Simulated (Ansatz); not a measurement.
MgO in space group P3m1 (No. 156; Pearson symbol hP12), the program Ansatz at the r²SCAN level (PAW). The conduction-band minimum lies at Γ, with 1 equivalent valley. Second derivatives d²E/dk² of the lowest band at one valley (eV·Å²), along Cartesian directions:

```json
[
 {"direction": "[100]", "d²E/dk²": "21.04"},
 {"direction": "[010]", "d²E/dk²": "21.04"},
 {"direction": "[001]", "d²E/dk²": "21.06"},
 {"direction": "[110]", "d²E/dk²": "21.04"},
 {"direction": "[101]", "d²E/dk²": "21.05"},
 {"direction": "[011]", "d²E/dk²": "21.05"}
]
```

Task: Find the principal effective masses, the density-of-states mass and the conductivity mass.

Result: Off-diagonal terms follow from H_xy = H[110] − (H_xx + H_yy)/2, and m*/mₑ = 7.620 eV·Å² over each eigenvalue: 0.36, 0.36, 0.36. One valley's DOS mass (m₁m₂m₃)^(1/3) = 0.36, conductivity mass 3/(Σ 1/mᵢ) = 0.36 mₑ.

Task: What effective density of states Nc follows at 300 K for parabolic valleys?

Result: Nc = 2.509e19 × 1 × (0.36)^(3/2) ≈ 5.4e18 cm⁻³.

Task: With the computed static dielectric constant 5.66 (mean of the diagonal), estimate a hydrogenic donor's binding energy and radius.

Result: E = 13.606 eV × 0.36/5.66² ≈ 150 meV; a = 0.529 Å × ε/m* ≈ 8.3 Å. Semilocal masses tend to be too small when the gap is underestimated.

The first step of the workflow began from a Materials Project structure, measured or hypothetical; the Crystallography Open Database copy checked does not list it. It is not the phase usual at ambient conditions (space group No. 225). The cell was relaxed with r²SCAN under the symmetry of its start; its stability against distortions is not shown here.

Potentials: the earlier of the program's two PAW sets.
